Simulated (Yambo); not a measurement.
```
CELL_PARAMETERS angstrom
      3.80796     0.00000     0.00000
     -1.90398     3.29779     0.00000
      0.00000     0.00000    18.67874
ATOMIC_POSITIONS crystal
  S  0.33333 0.66667 0.95812
  S  0.66667 0.33333 0.45812
  S  0.66667 0.33333 0.79171
  S  0.33333 0.66667 0.29171
  S  0.00000 0.00000 0.62511
  S  0.00000 0.00000 0.12511
  Zn 0.33333 0.66667 0.83326
  Zn 0.66667 0.33333 0.33326
  Zn 0.66667 0.33333 0.66686
  Zn 0.33333 0.66667 0.16686
  Zn 0.00000 0.00000 0.49994
  Zn 0.00000 0.00000 0.99994
```

ZnS (space group P6_3mc, No. 186): mean Im ε in 1 eV windows above the direct gap of 3.48 eV, for different electron-hole kernels (Yambo, broadening 0.15 eV, LDA (pw.x of Quantum ESPRESSO, ONCV potentials, scalar-relativistic) bands; 6×6×1 mesh, 17 valence and 13 conduction bands, static screening with 164 bands and a 3 Ry block, scissor 1.56 eV, Tamm-Dancoff; field along x).

```csv
window (eV),independent quasiparticles,RPA (no attraction),BSE
3.5 to 4.5,1.0,1.0,2.5
4.5 to 5.5,3.4,3.2,8.8
5.5 to 6.5,5.5,5.1,9.2
6.5 to 7.5,11,9.7,6.9
```

This run doesn't resolve bound excitons or single peaks, so only averages are given, and they too depend on the mesh; weight that the attraction moves below the gap isn't listed. All transitions below 8.18 eV are in the band window. The scissor comes from a G0W0 run whose convergence isn't established.

Geometry of the Materials Project entry, not relaxed at this level.
